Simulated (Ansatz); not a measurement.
TiO2 (anatase)

```yaml
crystal:
  lattice:
    - [-1.88487, 1.88487, 4.77774]
    - [1.88487, -1.88487, 4.77774]
    - [1.88487, 1.88487, -4.77774]
  atoms:
    - { symbol: Ti, position: [0.50000, 0.50000, 0.00000] }
    - { symbol: Ti, position: [0.25000, 0.75000, 0.50000] }
    - { symbol: O, position: [0.29253, 0.29253, 0.00000] }
    - { symbol: O, position: [0.04253, 0.54253, 0.50000] }
    - { symbol: O, position: [0.45747, 0.95747, 0.50000] }
    - { symbol: O, position: [0.70747, 0.70747, 0.00000] }
```

Scan: atom 6 (O, nearest neighbour Ti at 1.928 Å; its periodic images, 3.8 Å or more away, move with it) is displaced along Cartesian [111], direction (0.577, 0.577, 0.577) in Cartesian axes, by s. The other atoms stay.

Computed with PBEsol (plane waves to 420 eV, PAW, scalar-relativistic; Ansatz, a program for electronic structure). k mesh 10×10×10 (Γ-centred), Fermi-Dirac smearing 0.05 eV. The energy includes the smearing's −TS. Compression counts positive. The PAW data are Ansatz's earlier set. TiO2 is run without spin polarisation. TiO2 was relaxed with its symmetry unable to fall. The zero of ΔE is the undisplaced structure.

```csv
s (Å),ΔE (meV/cell),P (GPa)
-0.190,195.0,2.75
-0.152,123.5,2.01
-0.114,…,1.36
-0.076,30.2,…
-0.038,7.5,0.35
0.000,0.0,0.00
0.038,7.3,-0.24
0.076,28.9,…
0.114,64.6,…
0.152,114.0,…
0.190,177.2,-0.08
```

### Question
Complete the blanks.

### Answer

- -0.114, ΔE (meV/cell): 68.7
- -0.076, P (GPa): 0.80
- 0.076, P (GPa): -0.37
- 0.114, P (GPa): -0.39
- 0.152, P (GPa): -0.29

(A displaced cell: forces are minus the slopes of the energy, force constants its curvatures, and phonons follow from these.)
